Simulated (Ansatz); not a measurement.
## Ansatz 0.2.0, relaxation: Rb₂NaScF₆

Input:

```yaml
crystal:
  lattice:
    - [0.0, 4.284649, 4.284649]
    - [4.284649, 0.0, 4.284649]
    - [4.284649, 4.284649, 0.0]
  atoms:
    - { symbol: Rb, position: [0.25, 0.25, 0.25] }
    - { symbol: Rb, position: [0.75, 0.75, 0.75] }
    - { symbol: Sc, position: [0.0, 0.0, 0.0] }
    - { symbol: F, position: [0.7658, 0.2342, 0.2342] }
    - { symbol: F, position: [0.2342, 0.7658, 0.2342] }
    - { symbol: F, position: [0.2342, 0.7658, 0.7658] }
    - { symbol: F, position: [0.7658, 0.2342, 0.7658] }
    - { symbol: F, position: [0.2342, 0.2342, 0.7658] }
    - { symbol: F, position: [0.7658, 0.7658, 0.2342] }
    - { symbol: Na, position: [0.5, 0.5, 0.5] }
  symmetry: { tolerance: 0.0003 }
kpoints:
  mp_grid: { grid: [5, 5, 5], shift: [0, 0, 0] }
magnetization:
  spin_polarized: false
scf:
  occupations: { method: fermi_dirac }
  lower_state_search: "off"
hamiltonian:
  pseudopotentials: { kind: paw }
  xc: r2scan
basis:
  ecutwfc: 500
  fft_grid_basis: typed
relax:
  max_steps: 60
  cell: { p_target: 0.0 }
  f_tol: 0.03
output:
  forces: true
  stress: true
  eigenvalues: true
  bader: true
  populations: true
  elf: true
  write_potential: true
  volumetric_format: npy
  dos:
    e_range: [-12, 8]
    de: 0.05
    projected: { site_lists: { F: [F], Na: [Na], Rb: [Rb], Sc: [Sc] } }
checkpoint:
  read: saved_state
```

Run with:

```bash
ansatz run input.yaml --threads 2 --pin off --max-ram 3584MiB --backend cpu --events-out ev --progress --plain --runs-dir out
```

Origin of the cell: a known structure type with other elements, at an estimated volume, so it need not be a known compound.

The smearing width isn't typed, so it takes its default of 0.1 eV.

The saved state is a converged single point of the same cell.

Steps («new basis» is an SCF on plane waves selected anew at the same cell):

```tsv
step	ΔF (meV/atom)	max force component (eV/Å)	P (GPa)	volume (Å³)	SCF iterations	step was
1	0.0	0.182	0.51	157.32	5	accepted
2	-0.5	0.050	0.07	157.60	4	accepted
3	-0.5	0.001	-0.02	157.47	4	accepted
4	-0.5	0.001	-0.02	157.47	5	new basis
```

Before:

Space group Fm-3m (No. 225); the run's cell has a = 6.059 Å, b = 6.059 Å, c = 6.059 Å, α = 60.00°, β = 60.00°, γ = 60.00°. Shortest distances: F–Sc 2.01 Å, F–Na 2.28 Å, F–F 2.84 Å, F–Rb 3.03 Å.

The relaxed structure.

Space group Fm-3m (No. 225); the run's cell has a = 6.061 Å, b = 6.061 Å, c = 6.061 Å, α = 60.00°, β = 60.00°, γ = 60.00°. Shortest distances: F–Sc 2.02 Å, F–Na 2.27 Å, F–F 2.85 Å, F–Rb 3.03 Å.

```xyz
10
Lattice="0.0000 4.2860 4.2860 4.2860 0.0000 4.2860 4.2860 4.2860 0.0000" Properties=species:S:1:pos:R:3 pbc="T T T"
Rb    2.1430    2.1430    2.1430
Rb    6.4290    6.4290    6.4290
Sc    0.0000    0.0000    0.0000
F     2.0168    4.2860    4.2860
F     4.2860    2.0168    4.2860
F     6.5552    4.2860    4.2860
F     4.2860    6.5552    4.2860
F     4.2860    4.2860    2.0168
F     4.2860    4.2860    6.5552
Na    4.2860    4.2860    4.2860
```

```
Free energy lowered by  : 0.5 meV/atom
Volume change           : 0.09 %
Final pressure          : -0.02 GPa
Relaxation steps listed : 4
Gap on the mesh         : 7.82 eV
```

Caveats: the relaxation held the start's symmetry, so the end may be a saddle point.

The run took 80 s on 2 threads of Intel(R) Xeon(R) Platinum 8259CL CPU @ 2.50GHz (Skylake/Cascade Lake), with other jobs on the host, peak memory 0.98 GiB, from a saved density.
